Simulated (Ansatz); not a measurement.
Relaxed-ion elastic tensor of MgIn2O4 in space group Imma (No. 74; Pearson symbol oI28) in GPa (Voigt order), PBEsol (plane waves, PAW; program Ansatz); density 6.01 g/cm³, 12.54 Å³ per atom.

|  | 1 | 2 | 3 | 4 | 5 | 6 |
|---|---|---|---|---|---|---|
| 1 | 222 | 83.5 | 123 | 0.0 | 0.0 | 0.0 |
| 2 | 83.5 | 250 | 129 | 0.0 | 0.0 | 0.0 |
| 3 | 123 | 129 | 192 | 0.0 | 0.0 | 0.0 |
| 4 | 0.0 | 0.0 | 0.0 | 79.4 | 0.0 | 0.0 |
| 5 | 0.0 | 0.0 | 0.0 | 0.0 | 72.2 | 0.0 |
| 6 | 0.0 | 0.0 | 0.0 | 0.0 | 0.0 | 33.6 |

Q: Is the crystal mechanically stable?

A: Yes: the smallest eigenvalue of C is 33.6 GPa.

Q: Work out the Voigt, Reuss and Hill averages.

A: K_V = 148, K_R = 148, K_H = 148; G_V = 58.9, G_R = 50.2, G_H = 54.5 GPa.

Q: Give Young's modulus, Poisson's ratio, Pugh's ratio and the universal anisotropy index.

A: E = 9KG/(3K + G) = 146 GPa; ν = 0.34; K/G = 2.72 (ductile by the Pugh limit of 1.75); A_U = 5G_V/G_R + K_V/K_R − 6 = 0.87.

Q: Estimate the sound speeds and the Debye temperature.

A: v_l = √((K + 4G/3)/ρ) = 6060 m/s, v_t = √(G/ρ) = 3010 m/s, mean 3380 m/s; Θ = (h/k)(3n/4πV)^(1/3) v_m = 433 K.

Q: Solve the Christoffel equation for the three sound speeds along x, y, z.

A: Eigenvalues of C_ijkl n_j n_l equal ρv². In km/s, slowest first: x 2.36, 3.46, 6.08; y 2.36, 3.63, 6.45; z 3.46, 3.63, 5.65.

Q: How much does each axis shrink under pressure?

A: Linear compressibilities β_i = Σ_j S_ij (j = 1 to 3): x 2.5, y 2.0, z 2.3 per TPa.

The first step of the workflow began from a Materials Project structure, measured or hypothetical; the Crystallography Open Database copy checked does not list it. With Mg and In taken as one species the cell has the higher symmetry Fd-3m, so it may be an ordered model of a mixed-site phase. Whether it is the stable phase at ambient conditions was not checked. The PBEsol relaxation kept the symmetry of its start; whether a distortion lowers the energy is not shown.

Potentials: the later of the program's two PAW sets.
